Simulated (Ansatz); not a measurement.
# How much do the gradients of LiTiH6O2F6 depend on the method?

Cell: a computed structure from the Materials Project (it need not be an observed phase), taken as it stands.

Space group C2 (No. 5); a = 10.1351, b = 6.0378, c = 5.6472 Å, β = 90.67°.

| site | Wyckoff | site symmetry | x | y | z |
| --- | --- | --- | --- | --- | --- |
| Li | 2b | 2 | 0.5000 | 0.5386 | 0.5000 |
| Ti | 2a | 2 | 0.5000 | 0.5110 | 0.0000 |
| H3 | 4c | 1 | 0.2464 | 0.0871 | 0.2735 |
| H4 | 4c | 1 | 0.3435 | 0.8514 | 0.2747 |
| H5 | 4c | 1 | 0.5846 | 0.1101 | 0.7295 |
| O | 4c | 1 | 0.3357 | 0.0163 | 0.3180 |
| F11 | 4c | 1 | 0.5241 | 0.2642 | 0.2254 |
| F12 | 4c | 1 | 0.6137 | 0.6744 | 0.2347 |
| F13 | 4c | 1 | 0.1329 | 0.1145 | 0.7615 |

One atom of each set is listed; the run and its k-mesh use a cell of 16 atoms with edges of 5.90, 5.90, 5.65 Å.

First run. The numbers come from a DFT calculation in Ansatz (PBE, plane waves and PAW, scalar-relativistic, collinear spin, 420 eV cutoff, Γ-centred 5×5×4 k-points, Fermi–Dirac smearing 0.02 eV). Start moments as typed (μB): 1 on each Ti, none on the rest.

| site | V_zz (10²¹ V/m²) | η | m (μB) |
| --- | --- | --- | --- |
| Li | 0.088 | 0.69 | 0.00 |
| Ti | -10.70 | 0.99 | 0.69 |
| H3 | 2.03 | 0.21 | 0.00 |
| H4 | 2.05 | 0.20 | 0.00 |
| H5 | 2.14 | 0.20 | 0.00 |
| O | -14.53 | 0.01 | 0.00 |
| F11 | 5.41 | 0.71 | 0.00 |
| F12 | 4.99 | 0.63 | 0.00 |
| F13 | 5.88 | 0.83 | 0.01 |

Second run. The same atoms and settings, except that the functional is r2SCAN and the cutoff is 500 eV.

Task: Given the first result, estimate the second.

Result: 

```csv
site,V_zz,η,change of V_zz,m (μB)
Li,0.081,0.71,-0.01,0.00
Ti,11.11,0.91,–,0.71
H3,1.91,0.22,-0.12,0.00
H4,1.93,0.22,-0.12,0.00
H5,2.03,0.21,-0.11,0.00
O,-14.76,0.01,-0.23,0.00
F11,5.27,0.71,-0.14,0.00
F12,4.85,0.61,-0.14,0.00
F13,5.69,0.85,-0.19,0.01
```

The largest change of V_zz along a kept axis is on O, from -14.53 to -14.76. The whole tensor moves most on Ti, by 0.54 along its most changed direction. In per cent, |V_zz| changes by -6 to -5 on H, +2 on O, -3 on F (all sites that start above 0.5, bar those whose gradient vanishes or changes sign or whose main axis turns by over 40°). On Ti the largest principal value lies along another axis in the second run, so the two V_zz can't be compared directly.

With these PAW files V_zz is typically within 2 to 3 % of all-electron values, but misses above 10 % occur on Li. All moments are parallel here, as the start or the cell imposes; many such compounds order antiparallel, where fields and spin densities carried over to other atoms largely cancel. The magnetic order is the one that the run reached from its start moments, not necessarily the measured one.
For the first run: With a gap of 0.3 eV on this mesh, small gradients can still move by 0.1 × 10²¹ V/m² or more as the k-mesh gets denser.
For the second run: The largest force is 0.4 eV/Å, so the atoms aren't at the calculated equilibrium and relaxing them would move these values. The program didn't check the stability of this electronic state in full, so a lower one may lie near. With a gap of 0.9 eV on this mesh, small gradients can still move by 0.1 × 10²¹ V/m² or more as the k-mesh gets denser.
